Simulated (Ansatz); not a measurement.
Theory: Ansatz, DFT PBE, scalar-relativistic, plane waves, PAW. Settings: cutoff 420 eV, Γ-centred meshes spaced at most about 0.3 Å⁻¹, and about 0.25 Å⁻¹ or finer for metals (2π included), Gaussian smearing. No spin polarisation in the final relaxations.

These are static total energies at zero pressure. All come from trial cells, and lower structures may exist.

Problem. These unrelaxed guesses for Be3Cd2S are each relaxed within their symmetry. Order them by the energy at which they end, lowest first.
A.

```xyz
6
Lattice="3.9899 0.0000 0.0000 -1.9949 3.4553 0.0000 0.0000 0.0000 8.6917" Properties=species:S:1:pos:R:3 pbc="T T T"
Be    1.9949    1.1518    4.3459
Be    0.0000    0.0000    0.0000
Be    0.0000    0.0000    4.3459
Cd    0.0000    2.3036    2.1875
Cd    0.0000    2.3036    6.5043
S     1.9949    1.1518    0.0000
```

B.

```xyz
6
Lattice="4.2862 0.0000 0.0000 -2.1431 3.7119 0.0000 0.0000 0.0000 7.2105" Properties=species:S:1:pos:R:3 pbc="T T T"
Be    0.0000    0.0000    5.5072
Be    0.0000    0.0000    1.7033
Be    0.0000    0.0000    3.6052
Cd    0.0000    2.4746    3.6052
Cd    2.1431    1.2373    3.6052
S     0.0000    0.0000    0.0000
```

C.

```xyz
6
Lattice="5.4852 0.0000 0.0000 -2.7426 4.7504 0.0000 0.0000 0.0000 3.3063" Properties=species:S:1:pos:R:3 pbc="T T T"
Be    2.7426    0.0000    1.6532
Be   -1.3713    2.3752    1.6532
Be    1.3713    2.3752    1.6532
Cd    0.0000    3.1669    0.0000
Cd    2.7426    1.5835    0.0000
S     0.0000    0.0000    0.0000
```

D.

```xyz
6
Lattice="5.2575 0.0000 0.0000 -2.6288 4.5532 0.0000 0.0000 0.0000 4.7025" Properties=species:S:1:pos:R:3 pbc="T T T"
Be    2.6288    0.0000    0.0000
Be   -1.3144    2.2766    0.0000
Be    1.3144    2.2766    0.0000
Cd    0.0000    3.0354    1.2697
Cd    2.6288    1.5177    3.4328
S     0.0000    0.0000    0.0000
```

Solution. A (ends in P-6m2, 0 meV/atom), D (ends in P6/mmm, 64 meV/atom), B (ends in P6/mmm, 167 meV/atom), C (ends in P6/mmm, 0.52 eV/atom). Even the lowest end lies +0.19 eV/atom against the elements.

Cells relaxed within their symmetry can be saddle points. Some candidate types were left out of the draw beforehand, so a known form may be missing.
